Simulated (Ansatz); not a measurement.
The relaxed structure here is a generated cell of GaPt: the first start was made by a random draw of sites in a space group, and the end was not matched to a known phase here, so it may be hypothetical.

The start is a randomly generated symmetric cell of GaPt (space group No. 15). Cell shape, volume and atoms are optimised at zero target pressure with PBEsol (plane waves to 420 eV, PAW, scalar-relativistic; Ansatz, a first-principles code). The first steps use a coarse 9×9×7 k-mesh.

Input geometry:
```
CELL_PARAMETERS angstrom
      2.90846    -2.37140     0.00000
      2.90846     2.37140     0.00000
     -0.18281     0.00000     5.03539
ATOMIC_POSITIONS crystal
  Ga 0.96430 0.03570 0.25000
  Ga 0.03570 0.96430 0.75000
  Pt 0.00000 0.50000 0.00000
  Pt 0.50000 0.00000 0.50000
```

```json
{
  "initial_pressure": "+37.4 GPa (positive: the cell is compressed)",
  "largest_initial_force": "1.05 eV/Å, on Ga1, Ga2 (atoms numbered as listed)",
  "outcome": "The space group goes from C2/c (No. 15) to R-3m (No. 166); the end is AFLOW prototype AB_hR2_166_a_b (L1_1, as in CuPt), with 2 atoms in the primitive cell",
  "energy_released": "1.18 eV/atom",
  "volume_change": "-13.9 %, from 17.36 to 14.95 Å³/atom",
  "Shortest distances (start → end)": "The closest pairs of elements (up to four, under 3.6 Å), start → end: Ga–Pt 2.21 → 2.63 Å; Ga–Ga 2.54 → 2.92 Å; Pt–Pt 3.46 → 2.92 Å",
  "band_gap_at_the_end": "zero (metallic)",
  "optimiser_moves": "36"
}
```

Final structure:

```cif
data_Ga3Pt3
_chemical_formula_sum 'Ga3 Pt3'
_space_group_name_H-M_alt 'R-3m :H'
_space_group_IT_number 166
_space_group_name_Hall '-R 3 2"'
_cell_length_a 2.92416
_cell_length_b 2.92416
_cell_length_c 12.10695
_cell_angle_alpha 90.000
_cell_angle_beta 90.000
_cell_angle_gamma 120.000
loop_
_atom_site_label
_atom_site_type_symbol
_atom_site_symmetry_multiplicity
_atom_site_Wyckoff_symbol
_atom_site_fract_x
_atom_site_fract_y
_atom_site_fract_z
_atom_site_occupancy
Ga1 Ga 3 a 0.00000 0.00000 0.00000 1
Pt1 Pt 3 b 0.00000 0.00000 0.50000 1
```
(The calculation used a cell of 2 atoms; values per cell refer to that cell.)

Final values are on a 19×19×12 k-mesh of the relaxed cell. No spin polarisation in the result.

The run could not lose the symmetry of its start, so the end can be a saddle point.
